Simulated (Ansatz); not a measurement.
Relaxed-ion elastic tensor of NaLiCdS₂ in space group P3m1 (No. 156; Pearson symbol hP5) in GPa (Voigt order), PBEsol in the plane-wave PAW code Ansatz; density 3.42 g/cm³, 20.07 Å³ per atom.

|  | 1 | 2 | 3 | 4 | 5 | 6 |
|---|---|---|---|---|---|---|
| 1 | 74.5 | 29.5 | 22.3 | 0.7 | 0.0 | 0.0 |
| 2 | 29.5 | 74.5 | 22.3 | -0.7 | 0.0 | 0.0 |
| 3 | 22.3 | 22.3 | 52.2 | 0.0 | 0.0 | 0.0 |
| 4 | 0.7 | -0.7 | 0.0 | 18.7 | 0.0 | 0.0 |
| 5 | 0.0 | 0.0 | 0.0 | 0.0 | 18.7 | 0.7 |
| 6 | 0.0 | 0.0 | 0.0 | 0.0 | 0.7 | 22.5 |

Task: Is the crystal mechanically stable?

Result: Yes: the smallest eigenvalue of C is 18.6 GPa.

Task: Work out the Voigt, Reuss and Hill averages.

Result: K_V = 38.8, K_R = 37.2, K_H = 38.0; G_V = 20.4, G_R = 20.1, G_H = 20.3 GPa.

Task: Give Young's modulus, Poisson's ratio, Pugh's ratio and the universal anisotropy index.

Result: E = 9KG/(3K + G) = 51.7 GPa; ν = 0.27; K/G = 1.87 (ductile by the Pugh limit of 1.75); A_U = 5G_V/G_R + K_V/K_R − 6 = 0.13.

Task: Estimate the sound speeds and the Debye temperature.

Result: v_l = √((K + 4G/3)/ρ) = 4360 m/s, v_t = √(G/ρ) = 2440 m/s, mean 2710 m/s; Θ = (h/k)(3n/4πV)^(1/3) v_m = 297 K.

Task: Solve the Christoffel equation for the three sound speeds along x, y, z.

Result: Eigenvalues of C_ijkl n_j n_l equal ρv² (piezoelectric stiffening left out). In km/s, slowest first: x 2.33, 2.57, 4.67; y 2.34, 2.56, 4.67; z 2.34, 2.34, 3.91.

Task: How much does each axis shrink under pressure?

Result: Linear compressibilities β_i = Σ_j S_ij (j = 1 to 3): x 6.7, y 6.7, z 13 per TPa.

The workflow started from a Materials Project entry (that database holds measured and hypothetical structures alike); the Crystallography Open Database copy checked does not list it. Whether it is the stable phase at ambient conditions was not checked. The PBEsol relaxation kept the symmetry of its start; whether a distortion lowers the energy is not shown.

Potentials: the later of the program's two PAW sets.
